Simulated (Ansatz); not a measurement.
Li (bcc (W type)) was relaxed and computed twice in Ansatz (plane waves, PAW), once with LDA and once with r²SCAN.

```tsv
	run 1	run 2
cell	a = 3.3620 Å, b = 3.3620 Å, c = 3.3620 Å, α = 90.00°, β = 90.00°, γ = 90.00°	a = b = c = 3.477 Å, α = β = γ = 90.00°
B₀ by P(V) fit (GPa)	15.1	13.1
```

Problem. Which run used which functional?

Solution. Run 1 is LDA, run 2 is r²SCAN.

All cells were relaxed under the symmetry of their starts (and spin orders); stability against distortions was not tested throughout.

Potentials: the later of the program's two PAW sets.

Ansatz (an electronic-structure program) is a plane-wave DFT program.
